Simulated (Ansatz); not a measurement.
RbSb$_{2}$ in space group C2/m (No. 12; Rb on 4i, Sb on 4i, Sb on 4i), r²SCAN in the plane-wave PAW code Ansatz. The conduction-band minimum lies at A, with 1 equivalent valley. Second derivatives d²E/dk² of the lowest band at one valley (eV·Å²), along Cartesian directions:

| direction | d²E/dk² |
|---|---|
| [100] | 8.265 |
| [010] | 67.08 |
| [001] | 30.74 |
| [110] | 37.76 |
| [101] | 23.54 |
| [011] | 48.96 |

Problem. Find the principal effective masses, the density-of-states mass and the conductivity mass.

Solution. Off-diagonal terms follow from H_xy = H[110] − (H_xx + H_yy)/2, and m*/mₑ = 7.620 eV·Å² over each eigenvalue: 0.11, 0.24, 1.0. One valley's DOS mass (m₁m₂m₃)^(1/3) = 0.30, conductivity mass 3/(Σ 1/mᵢ) = 0.22 mₑ.

Problem. What effective density of states Nc follows at 300 K for parabolic valleys?

Solution. Nc = 2.509e19 × 1 × (0.30)^(3/2) ≈ 4.1e18 cm⁻³.

The first step of the workflow began from a Materials Project structure, measured or hypothetical; the Crystallography Open Database copy checked does not list it. Its standing as an ambient phase is unchecked. The r²SCAN relaxation kept the symmetry of its start; its stability against distortions is not shown here. Scalar-relativistic: spin–orbit coupling is off unless named, which matters more the heavier the elements.

Potentials: the later of the program's two PAW sets.

Edges and masses are those of Kohn–Sham bands, whose gap is no quasiparticle gap.
